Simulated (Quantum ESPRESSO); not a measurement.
LiIOH2 is taken in the orthorhombic space group Pmma (No. 51), Pearson symbol oP10. Lattice parameters: a = 6.4345 Å, b = 4.3971 Å, c = 5.6203 Å, α = 90.00°, β = 90.00°, γ = 90.00°. H on 4k has 1 O at 0.988 Å. Li on 2b sees 2 O at 2.110 Å and 4 I at 3.077 Å (octahedral). O on 2f is surrounded by 2 H at 0.988 Å and 2 Li at 2.110 Å (tetrahedral). I on 2e has 4 Li at 3.077 Å. (Neighbours: up to the widest gap in distance over summed covalent radii, below 1.35, at either atom; cation-cation contacts left out.)

The geometry is that of Materials Project entry mp-1180504, symmetrised and not relaxed again.

Task: What does LDA (pw.x of Quantum ESPRESSO, ONCV potentials, no spin-orbit coupling) give for the electronic structure near the Fermi level?

Result: The LDA gap is indirect, 3.39 eV, from X to Γ; the smallest direct gap is 3.53 eV. Another valence extremum on the path lies within 0.02 eV, too close to call. Spin-orbit coupling is left out, which matters for elements this heavy: edges can move by tenths of an eV.

The structure is a Materials Project entry; no match was found in the copy of COD used, and its stability was not checked.

Letters of k points follow the standard setting of the lattice, whose axes may be ordered differently from the printed cell.

The distance between layers or molecules is the database entry's, not relaxed here. Functionals without dispersion can leave it too large, which widens gaps and weakens the response across layers: the numbers belong to this cell.
